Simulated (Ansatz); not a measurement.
GaPt₃ in space group I4/mcm (No. 140; Ga on 4b, Pt on 8h, Pt on 4a), DFT-PBE in the program Ansatz with PAW potentials, all energies at zero smearing, with the estimated change up to a 700 eV cutoff added, with one set of potentials and settings (totals compare only within such a set). Cell of 8 atoms (2 Ga, 6 Pt): -82707.697 eV.

| element | reference phase | E (eV/atom) |
|---|---|---|
| Ga | Cmce, 4 atoms in the cell | -3783.0209 |
| Pt | Fm-3m, 1 atoms in the cell | -12523.0127 |

Formation energy per atom, worked out: (-82707.697 − 2×(-3783.0209) − 6×(-12523.0127))/8 = -0.447 eV/atom (-43 kJ per mol of atoms), at 0 K, without zero-point energy or fitted corrections.

The first step of the workflow began from a Materials Project structure, measured or hypothetical; the Crystallography Open Database copy checked does not list it. COD files the formula under space group No. 127. Its standing as an ambient phase is unchecked. The cell was relaxed with PBE under the symmetry of its start; its stability against distortions is not shown here. The run is not spin-polarised. The references are the lowest solids computed at this level, not always the standard phases. Scalar-relativistic: spin–orbit coupling is off unless named, which matters more the heavier the elements.

Potentials: the later of the program's two PAW sets.
